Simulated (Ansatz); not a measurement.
Input for Ansatz (plane-wave DFT, PAW):

```yaml
crystal:
  lattice:
    - [0.0, 3.1089437947, 3.1089437947]
    - [3.1089437947, 0.0, 3.1089437947]
    - [3.1089437947, 3.1089437947, 0.0]
  atoms:
    - { symbol: Pb, position: [0.0, 0.0, 0.0] }
    - { symbol: Se, position: [0.5, 0.5, 0.5] }
basis:
  ecutwfc: 420
kpoints:
  mp_grid: { grid: [10, 10, 10] }
  band_path:
    path:
      - [[0.0, 0.0, 0.0], [0.5, 0.0, 0.5], [0.625, 0.25, 0.625]]
      - [[0.375, 0.375, 0.75], [0.0, 0.0, 0.0], [0.5, 0.5, 0.5], [0.5, 0.25, 0.75], [0.5, 0.0, 0.5]]
    npoints: 14
hamiltonian:
  xc: pbe
scf:
  occupations: { method: gaussian, width: 0.01 }
  n_extra_bands: 6
output:
  forces: true
  stress: true
  eigenvalues: true
  populations: true
  dos: { projected: true, de: 0.02, nscf_kmesh: { grid: [15, 15, 15] } }
  bader: true
  write_density: true
  write_potential: true
  elf: true
  volumetric_format: npy
```

Command:
```bash
ansatz run input.yaml --threads 1 --pin off --max-ram 2560MiB --backend cpu --events-out ev --progress --plain --runs-dir out
```

Method: DFT PBE, scalar-relativistic, plane waves, PAW (Ansatz).

Abridged output (iterations and final results):

```
SCF iter   1: F=—  HF=-17376.623085 eV  |F-HF|=—  |Δ(HF+E_count)|=         —  Δρ=6.43e-4  dr2=2.95e-4  ethr=1.77e-3  ⟨swp⟩=6.5  Hψ=4860  notcnv=0
SCF iter   2: F=—  HF=-17376.622384 eV  |F-HF|=—  |Δ(HF+E_count)|=   7.01e-4  Δρ=3.85e-4  dr2=5.11e-5  ethr=9.84e-7  ⟨swp⟩=2.5  Hψ=2299  notcnv=0  defer=82
SCF iter   3: F=—  HF=-17376.622381 eV  |F-HF|=—  |Δ(HF+E_count)|=   2.99e-6  Δρ=1.91e-4  dr2=1.17e-5  ethr=1.70e-7  ⟨swp⟩=2.0  Hψ=1610  notcnv=0  defer=82
SCF iter   4: F=—  HF=-17376.622399 eV  |F-HF|=—  |Δ(HF+E_count)|=   1.81e-5  Δρ=7.64e-5  dr2=5.14e-6  ethr=3.88e-8  ⟨swp⟩=2.3  Hψ=1590  notcnv=0  defer=82
SCF iter   5: F=—  HF=-17376.622397 eV  |F-HF|=—  |Δ(HF+E_count)|=   2.11e-6  Δρ=2.35e-5  dr2=4.01e-7  ethr=1.71e-8  ⟨swp⟩=2.0  Hψ=1363  notcnv=0  defer=82
SCF iter   6: F=-17376.622397 eV  HF=-17376.622397 eV  |F-HF|=1.89e-10  |Δ(HF+E_count)|=   1.11e-7  Δρ=2.07e-6  dr2=2.00e-9  ethr=3.33e-10  ⟨swp⟩=11.9  Hψ=7324  notcnv=0
SCF 1 converged in 6 iterations: F = -17376.622397 eV  dr2 = 2.00e-9
  Residual-converged pass: ⟨swp⟩=1.0  Hψ=1175  notcnv=0  max |occ|·‖R‖ = 7.0e-9 eV (tolerance 1.0e-8 eV) dr2=2.00e-9  dr2_onsite=8.64e-10  max |Δocc| = 6.7e-214
SCF converged after 6 iterations
Free energy (F): -17376.622397 eV
Harris-Foulkes:  -17376.622397 eV  (|F-HF|=1.89e-10)
Internal energy: -17376.622397 eV  (E = F + TS)
E sigma→0 (E₀):  -17376.622397 eV
Fermi energy:    8.467678 eV
--- Per-component energies (eV) ---
  E_band       = -442.812025
  E_kinetic    = 404.911606
  E_local      = -3602.488001  (includes V_loc(G=0)·N_el)
  E_nonlocal   = -245.923535
  E_hartree    = 1671.695830
  E_xc         = -325.240128
  E_vxc        = -230.740304  (∫ρ·V_xc dr)
  E_paw        = -12314.653708  (= ΣΔE_a)
  E_vpaw       = -111.960052  (= ΣTr[D̂ρ^β])
  E_aug_tail   = -0.000541  (compensation charges beyond the density's cutoff)
  E_ewald      = -2964.923919
  E_smearing   =  0.000000  (= −TS)
--- Forces (eV/Å), atoms counted from 1 ---
  atom   1  Pb     0.00000000     0.00000000     0.00000000
  atom   2  Se     0.00000000     0.00000000     0.00000000
--- Stress (GPa, compression-positive) ---
        0.001389       0.000000       0.000000
        0.000000       0.001389       0.000000
        0.000000       0.000000       0.001389
  P = ⅓ Tr σ = 0.0014 GPa (0.014 kbar)
--- Band table (eV; the first three rows and the last of 47) ---
  k-point 0: bands = ["-38.7554", "-38.7554", "-38.7534", "-38.7534", "-38.7534", "-8.4930", "-8.4930", "-8.4930", "-8.4870", "-8.4870", "-4.9287", "1.9126", "6.6097", "6.6097", "6.6097", "12.8871", "12.8871", "12.8871", "14.9022", "14.9022", "14.9022"]
  k-point 1: bands = ["-38.7554", "-38.7554", "-38.7534", "-38.7534", "-38.7534", "-8.4927", "-8.4920", "-8.4920", "-8.4874", "-8.4874", "-4.8588", "1.6937", "6.6340", "6.6340", "6.7604", "12.1783", "12.4645", "12.4645", "14.7533", "15.1181", "15.1181"]
  k-point 2: bands = ["-38.7554", "-38.7554", "-38.7534", "-38.7534", "-38.7534", "-8.4953", "-8.4953", "-8.4917", "-8.4822", "-8.4822", "-4.6608", "1.1501", "6.7061", "6.7061", "7.1134", "11.0053", "11.6365", "11.6365", "14.7290", "15.6780", "15.6780"]
  k-point 46: bands = ["-38.7554", "-38.7553", "-38.7534", "-38.7533", "-38.7533", "-8.5605", "-8.4904", "-8.4849", "-8.4745", "-8.4560", "-3.6416", "0.4832", "4.1577", "4.6529", "7.2354", "10.6284", "12.9104", "13.4740", "15.1535", "16.8224", "19.8388"]
--- Löwdin populations: 2 sites ---
  site symbol q [e]
     0     Pb     13.5400
     1     Se     16.4097
  spilling = 0.001677 (of n_electrons = 30.000000)
--- Bader charges: 2 sites ---
  site symbol charge [e]  shift [e]
     0     Pb      0.8874     0.0000
     1     Se     -0.8874     0.0000
  estimated error of the sums over rays = 2.5e-4 e
```

Self-consistency was reached.

The run took 27 s on 1 thread of Oxide Virtual Turin-like Processor (Zen 5), on a shared host, peak memory 0.41 GiB.

Spin–orbit coupling is left out, which can shift energies with elements as heavy as these.